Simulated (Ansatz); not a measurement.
**Ba2BiSb2: computed DOS**

```cif
data_structure
_symmetry_space_group_name_H-M 'Immm'
_symmetry_Int_Tables_number 71
_cell_length_a 4.8026
_cell_length_b 7.6878
_cell_length_c 9.9000
_cell_angle_alpha 90.000
_cell_angle_beta 90.000
_cell_angle_gamma 90.000
_cell_volume 365.52
loop_
_atom_site_label
_atom_site_type_symbol
_atom_site_symmetry_multiplicity
_atom_site_Wyckoff_symbol
_atom_site_fract_x
_atom_site_fract_y
_atom_site_fract_z
_atom_site_occupancy
Ba1 Ba 4 j 0.00000 0.50000 0.22021 1
Sb1 Sb 4 h 0.50000 0.70160 0.00000 1
Bi1 Bi 2 a 0.00000 0.00000 0.00000 1
```

The runs use the primitive cell with vectors (-2.401, 3.844, 4.950), (2.401, -3.844, 4.950), (2.401, 3.844, -4.950) Å, to which the k mesh refers.

The structure is an experimental refinement, used without relaxation.

No spin–orbit coupling, which matters for the heavy atoms here.

The calculation used Ansatz 0.2.0, DFT, PBE, all-electron LAPW, scalar-relativistic.

Settings: a Γ-centred 5×7×7 k mesh, Fermi–Dirac smearing of 0.08 eV, basis error target 1 meV/atom, no spin polarisation; this mesh doesn't keep the crystal's whole symmetry, which leaves small spurious terms.

States per eV and cell, averaged over 0.4 eV, from -13.0 to 4.4 eV, with energies (bin centres) from the Fermi level; empty bins are left out. 

```json
{"E (eV)": "-12.9", "total": "11.53"}
{"E (eV)": "-10.9", "total": "1.08"}
{"E (eV)": "-10.5", "total": "3.92"}
{"E (eV)": "-9.3", "total": "1.49"}
{"E (eV)": "-8.9", "total": "3.39"}
{"E (eV)": "-8.5", "total": "0.12"}
{"E (eV)": "-8.1", "total": "2.44"}
{"E (eV)": "-7.7", "total": "2.01"}
{"E (eV)": "-7.3", "total": "0.54"}
{"E (eV)": "-4.1", "total": "0.18"}
{"E (eV)": "-3.7", "total": "1.48"}
{"E (eV)": "-3.3", "total": "2.99"}
{"E (eV)": "-2.9", "total": "2.95"}
{"E (eV)": "-2.5", "total": "2.53"}
{"E (eV)": "-2.1", "total": "3.59"}
{"E (eV)": "-1.7", "total": "5.01"}
{"E (eV)": "-1.3", "total": "6.50"}
{"E (eV)": "-0.9", "total": "2.90"}
{"E (eV)": "-0.5", "total": "2.62"}
{"E (eV)": "-0.1", "total": "2.38"}
{"E (eV)": "0.3", "total": "1.57"}
{"E (eV)": "0.7", "total": "1.23"}
{"E (eV)": "1.1", "total": "2.80"}
{"E (eV)": "1.5", "total": "3.83"}
{"E (eV)": "1.9", "total": "4.03"}
{"E (eV)": "2.3", "total": "4.25"}
{"E (eV)": "2.7", "total": "4.51"}
{"E (eV)": "3.1", "total": "5.32"}
{"E (eV)": "3.5", "total": "6.44"}
{"E (eV)": "3.9", "total": "5.79"}
{"E (eV)": "4.3", "total": "6.28"}
```
